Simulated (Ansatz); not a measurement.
**TiO₂: pressure against volume**

Reference cell: a COD entry, its atoms then relaxed with PBE in this cell.

```cif
data_TiO2
_symmetry_space_group_name_H-M 'Pbca'
_symmetry_Int_Tables_number 61
_cell_length_a 5.1450
_cell_length_b 9.1850
_cell_length_c 5.4470
_cell_angle_alpha 90.000
_cell_angle_beta 90.000
_cell_angle_gamma 90.000
loop_
_atom_site_label
_atom_site_type_symbol
_atom_site_symmetry_multiplicity
_atom_site_Wyckoff_symbol
_atom_site_fract_x
_atom_site_fract_y
_atom_site_fract_z
Ti Ti 8 c 0.1386 0.1290 0.9056
O9 O 8 c 0.4646 0.2299 0.8912
O17 O 8 c 0.8160 0.0098 0.8506
```

One atom of each set is listed.

Level of theory: DFT, PBE, plane waves and PAW, scalar-relativistic, 420 eV cutoff, Γ-centred 5×3×5 k-points, Fermi–Dirac smearing 0.02 eV (Ansatz 0.2.0).

The cell is scaled uniformly, and the ions relax again at each size.

| V/V₀ | pressure (GPa) | gap on the k-mesh (eV) |
| --- | --- | --- |
| 0.94 | 19.7 | 2.35 |
| 0.96 | 14.3 | 2.36 |
| 0.98 | 9.2 | 2.36 |
| 1.00 | 4.8 | 2.38 |
| 1.02 | 0.6 | 2.38 |
| 1.04 | ? | ? |
| 1.06 | -5.9 | 2.43 |

Task: Estimate the row at V/V₀ = 1.04 and the bulk modulus.

Result: pressure (GPa): -2.9; gap on the k-mesh (eV): 2.41. Worked: a parabola in ln(V/V₀) through the other 6 rows gives -2.8 GPa there. It crosses zero pressure at V/V₀ = 1.024, the equilibrium volume of this functional, where the bulk modulus is B = −dP/d ln V = 189 GPa. The shape of the cell is held, so in this non-cubic crystal both values are those of uniform scaling, and B is an upper bound to the hydrostatic one. The gap rises as the cell grows, from 2.35 to 2.43 eV, but not in even steps.

PBE gaps are too small, by a third to a half in many semiconductors; their changes with volume are better.
